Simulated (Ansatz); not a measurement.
Question: SiC in space group P6_3mc (No. 186; Pearson symbol hP16) is relaxed with plane-wave PAW r²SCAN (Ansatz code). What lattice parameters of the conventional cell result?

Answer: a = 3.079 Å, c = 20.137 Å.

Question: Give the free coordinates with the occupied sites.

Answer: In one choice of origin and axes:

```csv
atom,site,symmetry,x,y,z
Si,2b,3m.,0.6667,0.3333,0.3752
Si,2b,3m.,0.6667,0.3333,0.1250
Si,2a,3m.,0.0000,0.0000,0.0001
Si,2b,3m.,0.3333,0.6667,0.2501
C,2b,3m.,0.3333,0.6667,0.3441
C,2b,3m.,0.6667,0.3333,0.2187
C,2a,3m.,0.0000,0.0000,0.0939
C,2b,3m.,0.6667,0.3333,0.4689
```

Question: Is it a metal or does it have a gap at this level?

Answer: A gap of 2.13 eV, indirect.

The workflow started from a Materials Project entry (that database holds measured and hypothetical structures alike). Its sites differ from those of the usual phase in this space group: another stacking or structure type. Symmetry was held in the r²SCAN relaxation; whether a distortion lowers the energy is not shown.

Potentials: the later of the program's two PAW sets.
